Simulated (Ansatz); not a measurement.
Values for one crystal, relaxed and computed with plane-wave PAW PBEsol (Ansatz code); other levels are named.

```yaml
volume_per_atom: 15.44 Å³
electronic_character: no gap, with almost no states at the Fermi level (zero-gap or semimetallic)
zone_centre_stability: no imaginary mode at Γ
Bulk modulus (Birch–Murnaghan fit): 217 GPa
Gap with spin–orbit coupling: none (metallic)
Formation energy from the elements (no fitted shifts): -1.04 eV/atom
Density of states at the Fermi level: 0.02 states/eV per atom (mean over ±0.08 eV)
```

Task: Pick the material that matches.
A. AlCr2C, P6_3/mmc (Al on 2d, Cr on 4f, C on 2a)
B. TaN, rock salt
C. Ta2C, P-3m1 (Ta on 2d, C on 1a)
D. TaP, I4_1md (Ta on 4a, P on 4a)

Result: D, TaP, I4_1md (Ta on 4a, P on 4a)

The workflow started from a Materials Project entry (that database holds measured and hypothetical structures alike); the Crystallography Open Database copy checked does not list it. COD files the formula under space group No. 141, so this cell is another polymorph or a model. Its standing as an ambient phase is unchecked. The PBEsol relaxation kept the symmetry of its start. No spin polarisation was allowed. A small band overlap can be real or an error of a semilocal functional. The references are the lowest solids computed at this level, not always the standard phases. Scalar-relativistic: spin–orbit coupling is off unless named, which matters more the heavier the elements.

Potentials: the later of the program's two PAW sets.
